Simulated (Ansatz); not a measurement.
A crystal relaxed with r2SCAN in Ansatz 0.2.0 has space group Cmmm (No. 65) and a = 6.020 Å, b = 6.210 Å, c = 5.647 Å.

```json
{"atom": "Si", "site": "4l", "x": "0.5000", "y": "0.0000", "z": "0.2387"}
{"atom": "Si", "site": "2a", "x": "0.0000", "y": "0.0000", "z": "0.0000"}
{"atom": "O", "site": "8o", "x": "0.2043", "y": "0.0000", "z": "0.2227"}
{"atom": "O", "site": "4i", "x": "0.5000", "y": "0.8058", "z": "0.0000"}
{"atom": "Xx", "site": "2d", "x": "0.0000", "y": "0.0000", "z": "0.5000"}
{"atom": "O", "site": "4j", "x": "0.5000", "y": "0.8250", "z": "0.5000"}
```

With r2SCAN the gap is 4.35 eV and direct, at Γ. The HSE06 gap is direct at Γ: 5.52 eV. With PBE the gap is 3.55 eV and direct, at Γ. Meshes: r2SCAN 6×6×4, HSE06 4×4×4, PBE 6×6×4. r2SCAN's ε∞ is 3.3, 3.5 and 3.7 along x, y and z.

Q: Which element is Xx?
A. Hf
B. Zr
C. Sn
D. C

A: C. Xx is Sn: SnSi3O8 on the sites of the rutile structure (relaxed group Cmmm). Around Si lie 6 O at 1.78–1.83 Å; around Si lie 6 O at 1.76–1.90 Å; around O lie 2 Si at 1.76–1.78 Å and 1 Sn at 1.99 Å; around O lie 3 Si at 1.81–1.90 Å; around Sn lie 6 O at 1.99–2.02 Å; around O lie 2 Si at 1.83 Å and 1 Sn at 2.02 Å.

Values at 0 K without nuclear motion; spin polarisation is off, and the phase may be a hypothetical one.

Spin-orbit coupling is left out, which matters wherever the heavy atoms make up the band edges.

The meshes of the hybrids are coarse, so their gaps aren't converged to the digits shown.

For a response run the program warns that the ground state's bands aren't all converged, so ε∞ carries an extra error.
